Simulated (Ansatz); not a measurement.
TaC (rock salt)

```yaml
crystal:
  lattice:
    - [0.00000, 2.23793, 2.23793]
    - [2.23793, 0.00000, 2.23793]
    - [2.23793, 2.23793, 0.00000]
  atoms:
    - { symbol: C, position: [0.00000, 0.00000, 0.00000] }
    - { symbol: Ta, position: [0.50000, 0.50000, 0.50000] }
```

The slice is a {110} plane (indices of the conventional cell) through the point (0.500, 0.500, 0.500) (fractional), spanned by u = [100] and v = [1 -1 -1] in vectors of this cell: u (3.16 Å) and v (4.48 Å, at 90° to u). It covers one period; positions are fractions (u, v).

These are PBE (plane waves to 420 eV, PAW, scalar-relativistic; Ansatz, a first-principles code) values and carry that method's errors. k mesh 18×18×18. Inside the PAW spheres the values are not all-electron values, and peaks at nuclei hang on which shells count as valence. Spin-orbit coupling is left out, though Ta is heavy. TaC is run without spin polarisation. TaC was relaxed with its symmetry unable to fall.

Three fields on this plane, each scaled to ten steps between its own extremes (0 low, 9 high; the total valence density on a logarithmic scale, the potential cut 8 eV below its top; x marks points blanked near nuclei; v = 0 in the bottom row):

Map A
```
|xxxxxx853222358xxxxx|
|xxxxxx743222347xxxxx|
|xxxxx95321112359xxxx|
|xxxxx74211111247xxxx|
|xxx974211000112479xx|
|99865321000001235689|
|77654321000001234567|
|77765321000001235677|
|xxx764321000123467xx|
|xxxxx64321112346xxxx|
|xxxxx75422122457xxxx|
|xxxxxx643222346xxxxx|
|xxxxxx653222356xxxxx|
|xxxxxx753323357xxxxx|
|xxxxxx653222356xxxxx|
|xxxxxx643222346xxxxx|
|xxxxx75422122457xxxx|
|xxxxx64321112346xxxx|
|xxx764321000123467xx|
|77765321000001235677|
|77654321000001234567|
|99865321000001235689|
|xxx974211000112479xx|
|xxxxx74211111247xxxx|
|xxxxx95321112359xxxx|
|xxxxxx743222347xxxxx|
|xxxxxx853222358xxxxx|
|xxxxxx953222359xxxxx|
```

Map B
```
|xxxxxx003676300xxxxx|
|xxxxxx003676300xxxxx|
|xxxxx00057875000xxxx|
|xxxxx00368886300xxxx|
|xxx000257999752000xx|
|00000257899987520000|
|00013578999998753100|
|01246789999999876421|
|xxx468999999999864xx|
|xxxxx78998889987xxxx|
|xxxxx68888888886xxxx|
|xxxxxx788777887xxxxx|
|xxxxxx677777776xxxxx|
|xxxxxx577777775xxxxx|
|xxxxxx677777776xxxxx|
|xxxxxx788777887xxxxx|
|xxxxx68888888886xxxx|
|xxxxx78998889987xxxx|
|xxx468999999999864xx|
|01246789999999876421|
|00013578999998753100|
|00000257899987520000|
|xxx000257999752000xx|
|xxxxx00368886300xxxx|
|xxxxx00057875000xxxx|
|xxxxxx003676300xxxxx|
|xxxxxx003676300xxxxx|
|xxxxxx002676200xxxxx|
```

Map C
```
|xxxxxx200222002xxxxx|
|xxxxxx100121001xxxxx|
|xxxxx30001210003xxxx|
|xxxxx10001110001xxxx|
|xxx310000111000013xx|
|22100000000000000012|
|11111211100011121111|
|66655432110112345566|
|xxx987532111235789xx|
|xxxxx97531113579xxxx|
|xxxxx98632223689xxxx|
|xxxxxx964222469xxxxx|
|xxxxxx974323479xxxxx|
|xxxxxx974323479xxxxx|
|xxxxxx974323479xxxxx|
|xxxxxx964222469xxxxx|
|xxxxx98632223689xxxx|
|xxxxx97531113579xxxx|
|xxx987532111235789xx|
|66655432110112345566|
|11111211100011121111|
|22100000000000000012|
|xxx310000111000013xx|
|xxxxx10001110001xxxx|
|xxxxx30001210003xxxx|
|xxxxxx100121001xxxxx|
|xxxxxx200222002xxxxx|
|xxxxxx200222002xxxxx|
```

Assign the maps to these fields: electron localisation function (ELF); valence electron density; electrostatic potential energy of an electron, from the cell's mean.

A is the valence electron density; B is the electrostatic potential energy of an electron, from the cell's mean; C is the electron localisation function (ELF).
